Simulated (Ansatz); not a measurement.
Cs2KCoF6:
```
CELL_PARAMETERS angstrom
      0.00000     4.43625     4.43625
      4.43625     0.00000     4.43625
      4.43625     4.43625     0.00000
ATOMIC_POSITIONS crystal
  K  0.50000 0.50000 0.50000
  Cs 0.25000 0.25000 0.25000
  Cs 0.75000 0.75000 0.75000
  Co 0.00000 0.00000 0.00000
  F  0.20901 0.79099 0.20901
  F  0.79099 0.20901 0.79099
  F  0.20901 0.79099 0.79099
  F  0.79099 0.20901 0.20901
  F  0.20901 0.20901 0.79099
  F  0.79099 0.79099 0.20901
```

r²SCAN (plane waves, PAW; program Ansatz) gives a gap of 2.64 eV without spin–orbit coupling, maximum at Γ, minimum at X.

**Question.** What happens when spin–orbit coupling is switched on?

**Answer.** The gap falls by 0.05 eV, to 2.59 eV; maximum at Γ, minimum at X.

**Question.** Give the electron effective mass with spin–orbit coupling.

**Answer.** 2.0, 4.7, 4.7 mₑ (principal values).

Space group Fm-3m. The first step of the workflow began from a Materials Project structure, measured or hypothetical; the Crystallography Open Database copy checked does not list it. Whether it is the stable phase at ambient conditions was not checked. Symmetry was held in the r²SCAN relaxation; whether a distortion lowers the energy is not shown. The run is not spin-polarised. No Hubbard U is applied.

Potentials: the later of the program's two PAW sets.
